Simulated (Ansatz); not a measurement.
Sn₄Pd in space group Ccce (No. 68; Sn on 16i, Pd on 4b) under volume change, plane-wave PAW PBEsol (Ansatz code), shape and atoms relaxed at each volume.

```tsv
V (Å³/atom)	E − E(relaxed) (meV/atom)	P (GPa)
21.416	50.2	8.36
22.122	20.9	5.06
22.828	4.9	2.29
23.534	0.0	0.00
24.241	4.3	-1.87
24.947	15.9	-3.38
25.653	33.5	-4.56
```

**Question.** What does a third-order Birch–Murnaghan fit give for V₀, B₀ and B′?

**Answer.** V₀ = 23.54 Å³/atom, B₀ = 68.0 GPa, B′ = 5.6.

The first step of the workflow began from a Materials Project structure, measured or hypothetical; the Crystallography Open Database files this formula in space group No. 68, but the cells were not matched. Whether it is the stable phase at ambient conditions was not checked. The cell was relaxed with PBEsol under the symmetry of its start; its stability against distortions is not shown here. No spin polarisation was allowed. Scalar-relativistic: spin–orbit coupling is off unless named, which matters more the heavier the elements.

Potentials: the later of the program's two PAW sets.
